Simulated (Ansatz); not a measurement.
Fluorite PbF2 (r2SCAN geometry), in Ansatz:

```cif
data_structure
_symmetry_space_group_name_H-M 'Fm-3m'
_symmetry_Int_Tables_number 225
_cell_length_a 5.9209
_cell_length_b 5.9209
_cell_length_c 5.9209
_cell_angle_alpha 90.000
_cell_angle_beta 90.000
_cell_angle_gamma 90.000
_cell_volume 207.57
loop_
_atom_site_label
_atom_site_type_symbol
_atom_site_symmetry_multiplicity
_atom_site_Wyckoff_symbol
_atom_site_fract_x
_atom_site_fract_y
_atom_site_fract_z
_atom_site_occupancy
Pb1 Pb 4 a 0.00000 0.00000 0.00000 1
F1 F 8 c 0.25000 0.75000 0.75000 1
```

G0W0@PBE with 284 empty bands, a screening cutoff of 180 eV and a 6×6×6 mesh (PAW, contour deformation) gives 6.411 eV over the mesh points, from a PBE gap of 4.442 eV; it sums over 298 bands with 283 plane waves in the screening and a wave cutoff of 420 eV. G0W0 here is at a finite number of bands, screening cutoff and k mesh, not at the basis limit. Spin-unpolarised throughout; all numbers are computed.

(1) Estimate the gap with empty bands 552, screening cutoff 260 eV.

(2) Another run gave a Kohn-Sham gap of 4.433 eV and a G0W0 gap of 6.372 eV, summing over 298 bands with 283 plane waves in the screening and a wave cutoff of 1320 eV. What was changed?

(3) Estimate the gap with starting point PBE0.

Results:

(1) 6.532 eV (+0.121 eV), from a Kohn-Sham gap of 4.442 eV.

(2) Potentials of the kind norm-conserving, with them a wave cutoff of 1320 eV. The wave cutoff gives it away.

(3) 7.406 eV (+0.995 eV), from a Kohn-Sham gap of 6.483 eV.

Spin-orbit coupling is left out; in compounds of Pb, Bi, Tl or Hg it can lower a gap by up to about 1 eV, split its edges or invert the bands.
